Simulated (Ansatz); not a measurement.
Ansatz (a program for electronic structure) input:

Ansatz 0.2 input:
```yaml
crystal:
  lattice:
    - [3.8538183959, 2.2250030883, 2.598365345]
    - [-3.8538183959, 2.2250030883, 2.598365345]
    - [0.0, -4.4500061766, 2.598365345]
  atoms:
    - { symbol: Rb, position: [0.5, 0.5, 0.5] }
    - { symbol: Bi, position: [0.0, 0.0, 0.0] }
    - { symbol: F, position: [0.2089064862, 0.9240828208, 0.3297924333] }
    - { symbol: F, position: [0.7910935138, 0.0759171792, 0.6702075667] }
    - { symbol: F, position: [0.3297924333, 0.2089064862, 0.9240828208] }
    - { symbol: F, position: [0.6702075667, 0.7910935138, 0.0759171792] }
    - { symbol: F, position: [0.9240828208, 0.3297924333, 0.2089064862] }
    - { symbol: F, position: [0.0759171792, 0.6702075667, 0.7910935138] }
kpoints:
  mp_grid: { grid: [3, 3, 3] }
hamiltonian:
  xc: hse06
  pseudopotentials: { kind: paw }
scf:
  n_extra_bands: 8
  occupations: { method: fixed }
output:
  eigenvalues: true
  eigenstates:
    e_range: [-9.0, 13.8]
    kpoints:
      - [0.0, 0.0, 0.5]  # VBM
      - [0.0, 0.0, 0.0]  # CBM
      - [0.0, 0.0, 0.0]  # GAMMA
      - [0.5, -0.5, 0.5]  # T
      - [0.3939606522, -0.6060393478, 0.3939606522]  # P_0
      - [0.3939606522, 0.3939606522, 0.3939606522]  # P_2
      - [0.5, 0.0, 0.0]  # L
      - [0.5, -0.5, 0.0]  # F
```

Output (shortened):

```
Pseudopotential: Rb, paw, valence charge 9
Pseudopotential: Bi, paw, valence charge 15
Pseudopotential: F, paw, valence charge 7
Functional definition: HSE06
davidson cushion auto → on  (no smearing: the cushion is to keep the highest requested band from converging to the state above it …
Crystal: 8 atoms, lattice volume = 133.682 Å³
Basis set: ecut = 420 eV, 2625 PW (Γ)
Bands: 41, of which v1, the nominal top of the filled ones, is band 33 counted from 1 (32 counted from 0)
Symmetry: 6 space group operations
Space group: R-3 (ITA 148), of the structure as read, at distance tolerance 5.1e-5 Å
k-points: 6 of 27
SCF iter   1: F=—  HF=-20515.031484 eV  |F-HF|=—  |Δ(HF+E_count)|=         —  Δρ=1.11e-3  dr2=6.54e-4  ethr=1.77e-3  ⟨swp⟩=2.0  Hψ=1756  notcnv=0
preconditioner: auto → none
iter 2 solved again at ethr=9.27e-8 eV; its pass at ethr=9.91e-7 eV (dr2=6.12e-5 eV) is discarded
SCF iter   2: F=-20515.033566 eV  HF=-20515.033186 eV  |F-HF|=3.79e-4  |Δ(HF+E_count)|=   1.70e-3  Δρ=4.73e-4  dr2=6.13e-5  ethr=9.27e-8  ⟨swp⟩=2.0  Hψ=1538  notcnv=0
SCF 1 stopped early in 2 iterations: F = -20515.033566 eV  dr2 = 6.13e-5
Crystal: 8 atoms, lattice volume = 133.682 Å³
Exchange kernel: α = 0.2500, screened, ω = 0.2079 Å⁻¹, Wigner–Seitz truncation, v(0) = 1031.2433 eV·Å³, q-mesh 3×3×3, nearest image of the exchange supercell L …
Frozen-core exchange: fock
SCF iter   1: F=—  HF=-20519.647812 eV  |F-HF|=—  |Δ(HF+E_count)|=         —  Δρ=9.01e-3  dr2=1.18e-1  ethr=9.29e-7  ⟨swp⟩=7.7  Hψ=1363  notcnv=0
preconditioner: auto → none
SCF iter   2: F=—  HF=-20519.615791 eV  |F-HF|=—  |Δ(HF+E_count)|=   3.20e-2  Δρ=5.95e-3  dr2=1.70e-2  ethr=9.29e-7  ⟨swp⟩=5.2  Hψ=1150  notcnv=0
SCF iter   3: F=—  HF=-20519.636438 eV  |F-HF|=—  |Δ(HF+E_count)|=   2.06e-2  Δρ=2.71e-3  dr2=5.15e-3  ethr=9.29e-7  ⟨swp⟩=4.7  Hψ=955  notcnv=0
SCF iter   4: F=—  HF=-20519.634938 eV  |F-HF|=—  |Δ(HF+E_count)|=   1.50e-3  Δρ=9.75e-4  dr2=8.23e-4  ethr=9.29e-7  ⟨swp⟩=4.0  Hψ=709  notcnv=0
SCF iter   5: F=—  HF=-20519.634764 eV  |F-HF|=—  |Δ(HF+E_count)|=   1.73e-4  Δρ=4.93e-5  dr2=1.20e-4  ethr=8.52e-7  ⟨swp⟩=2.8  Hψ=560  notcnv=0
SCF iter   6: F=—  HF=-20519.635578 eV  |F-HF|=—  |Δ(HF+E_count)|=   8.14e-4  Δρ=4.47e-4  dr2=1.94e-4  ethr=1.43e-9  ⟨swp⟩=6.3  Hψ=1184  notcnv=0
SCF iter   7: F=-20519.635514 eV  HF=-20519.635515 eV  |F-HF|=1.22e-6  |Δ(HF+E_count)|=   6.34e-5  Δρ=4.17e-5  dr2=5.06e-6  ethr=1.43e-9  ⟨swp⟩=5.2  Hψ=1127  notcnv=0
SCF 2 stopped early in 7 iterations: F = -20519.635514 eV  dr2 = 5.06e-6
hybrid outer 1: dexx = +2.830e-2 eV, tail = 5.09e-5 eV
Crystal: 8 atoms, lattice volume = 133.682 Å³
Exchange kernel: α = 0.2500, screened, ω = 0.2079 Å⁻¹, Wigner–Seitz truncation, v(0) = 1031.2433 eV·Å³, q-mesh 3×3×3, nearest image of the exchange supercell L …
Frozen-core exchange: fock
SCF iter   1: F=—  HF=-20519.635775 eV  |F-HF|=—  |Δ(HF+E_count)|=         —  Δρ=6.01e-5  dr2=6.16e-6  ethr=3.86e-7  ⟨swp⟩=3.0  Hψ=605  notcnv=0
preconditioner: auto → none
iter 2 solved again at ethr=2.43e-10 eV; its pass at ethr=8.12e-9 eV (dr2=1.60e-7 eV) is discarded
SCF iter   2: F=—  HF=-20519.635773 eV  |F-HF|=—  |Δ(HF+E_count)|=   1.55e-6  Δρ=1.72e-5  dr2=2.67e-7  ethr=2.43e-10  ⟨swp⟩=3.2  Hψ=1340  notcnv=0
SCF iter   3: F=-20519.635774 eV  HF=-20519.635774 eV  |F-HF|=1.40e-8  |Δ(HF+E_count)|=   6.43e-7  Δρ=6.89e-6  dr2=2.45e-8  ethr=2.30e-10  ⟨swp⟩=5.0  Hψ=804  notcnv=0
SCF 3 converged in 3 iterations: F = -20519.635774 eV  dr2 = 2.45e-8
hybrid outer 2: dexx = +8.595e-7 eV, tail = 7.75e-8 eV, Δε = 5.92e-3 eV (about 2.61e-4 eV left of the loop's levels)
NSCF: frozen V_eff on 8 k-points
hybrid SCF converged: 2 outer / 10 inner (+2 warm-up), last move |dexx| = 8.60e-7 eV, tail = 7.75e-8 eV
Stability not checked (fock_operator)
Free energy (F): -20519.635774 eV
Frozen-core exchange: fock
Harris-Foulkes:  -20519.635774 eV  (|F-HF|=1.40e-8)
Internal energy: -20519.635774 eV  (E = F + TS)
E sigma→0 (E₀):  -20519.635774 eV
Fermi energy:    -0.963627 eV
--- Per-component energies (eV) ---
  E_band       = -653.123678
  E_kinetic    = 1739.289847
  E_local      = -6421.534115  (includes V_loc(G=0)·N_el)
  E_nonlocal   = 1180.475202
  E_hartree    = 2309.598233
  E_xc         = -602.955080
  E_vxc        = -703.819809  (∫ρ·V_xc dr)
  E_exx        = -214.049330  (= α·E_x^exact, valence–valence)
  E_paw        = -14439.070763  (= ΣΔE_a)
  E_vpaw       = -638.640914  (= ΣTr[D̂ρ^β])
  E_aug_tail   = 0.012327  (compensation charges beyond the density's cutoff)
  E_ewald      = -4071.003257
  E_core_change = -0.398838  (= ΣΔE_core)
  E_smearing   =  0.000000  (= −TS)
  E_closure    =  0.000000  (closes the sum)
  Σ components = -20519.635774   (vs F -20519.635774, Δ=0.00e0)
  [band-id]    e_kinetic+e_local+e_nonlocal+2·e_hartree+e_vxc+2·e_exx+e_vpaw+e_augmentation_tail = -653.119655   (vs E_band -653.123678, Δ=4.02e-3)
--- Band table (eV; the first three rows and the last of 6) ---
  k-point 0: bands = ["-24.0834", "-24.0834", "-23.4081", "-22.9325", "-22.3072", "-22.2717", "-22.2717", "-21.8830", "-21.8830", "-21.8707", "-19.8643", "-19.8643", "-8.2477", "-6.2390", "-6.2148", "-6.2148", "-3.8061", "-3.5843", "-3.5843", "-2.4413", …
  k-point 1: bands = ["-24.0873", "-24.0798", "-23.3021", "-23.0197", "-22.3417", "-22.2899", "-22.2503", "-21.8831", "-21.8815", "-21.8695", "-19.8704", "-19.8559", "-8.2637", "-6.2528", "-6.1877", "-6.1005", "-3.8902", "-3.7704", "-3.6160", "-2.4446", …
  k-point 2: bands = ["-24.0953", "-24.0794", "-23.2186", "-23.0362", "-22.3587", "-22.3423", "-22.2497", "-21.8824", "-21.8807", "-21.8681", "-19.8750", "-19.8548", "-8.2177", "-6.2815", "-6.2184", "-6.1796", "-3.8341", "-3.7023", "-3.5773", "-2.3598", …
  k-point 5: bands = ["-24.0954", "-24.0947", "-23.2073", "-22.9866", "-22.3899", "-22.2954", "-22.2899", "-21.8809", "-21.8808", "-21.8672", "-19.8918", "-19.8770", "-8.2529", "-6.3028", "-6.1988", "-6.1785", "-3.7415", "-3.6461", "-3.5910", "-2.2872", …
```

Cost: about 4 core-minutes (a rough figure) on shared cores.

The points marked VBM and CBM come from a semilocal run.

The workflow started from a Materials Project entry (that database holds measured and hypothetical structures alike); the Crystallography Open Database files this formula in space group No. 148, but the cells were not matched. Its standing as an ambient phase is unchecked. The cell was relaxed with r²SCAN under the symmetry of its start; whether a distortion lowers the energy is not shown. Spin–orbit coupling is left out wherever it is not named.

Potentials: the later of the program's two PAW sets.

Ansatz is a plane-wave DFT program.
